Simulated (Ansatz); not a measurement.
A generator proposed this cell of TaSiO4.

```
Ta Si O
1.0
     4.64178    0.00000    0.00000
     0.00000    4.64178    0.00000
     0.00000    0.00000    3.03560
Ta Si O
1 1 4
Direct
  0.00000 0.00000 0.50000
  0.50000 0.50000 0.00000
  0.63063 0.00000 0.50000
  0.36937 0.00000 0.50000
  0.00000 0.63063 0.50000
  0.00000 0.36937 0.50000
```

All numbers below come from DFT PBE, scalar-relativistic, plane waves, PAW (Ansatz). Cutoff 420 eV; k points 4×4×6 on the computed 6-atom cell (Γ-centred); Gaussian smearing, width 0.10 eV; no spin polarisation.

The zero of energy is the elements' standard structures at the same level (O₂ as a molecule); no fitted shifts are applied.

Task: How far from equilibrium is it?

Result: The pressure is 87.1 GPa (the mean over three directions, positive in compression), the largest force is 1.88 eV/Å, and the energy is +0.96 eV/atom against the elements. The shortest distance is 1.21 Å.

Task: How much does it gain on relaxing, and where does it end?

Result: Relaxing gains about 1.0 eV/atom (the start's value is from the coarse mesh, so the gain is rough) in 27 ionic steps and ends at −0.08 eV/atom on the finer mesh. The symmetry stays P4/mmm (No. 123). The volume per atom grows by 41.6 %, from 10.9 to 15.4 Å³. The shortest distance goes from 1.21 Å (O–O) to 1.78 Å (O–O). The ratio c/a of the conventional cell changes by a factor of 0.83. Conventional cell: a = 5.538 Å, c = 3.019 Å. Ta has 4 O at 1.88 Å and 2 Ta at 3.02 Å; around Si lie 2 Si at 3.02 Å and 16 O at 3.28 Å; O has 1 O at 1.78 Å, 1 Ta at 1.88 Å, 2 O at 2.66 Å, 2 O at 3.02 Å and 4 Si at 3.28 Å.

The last run used an 8×8×12 mesh (in the run's order of axes) for its 6-atom cell and Gaussian smearing of 0.10 eV. Spin–orbit coupling, which can matter for Ta, is left out. An odd number of electrons in the primitive cell allows no gap without spin; a larger cell or a magnetic state could open one. The relaxation can't lower the symmetry of the start. Symmetry constrained the relaxation, so the result can be a saddle point. Another cell of TaSiO4 relaxed alike, in P4/mmm, lies 1.93 eV/atom lower, so this cell isn't the stable form at this level.
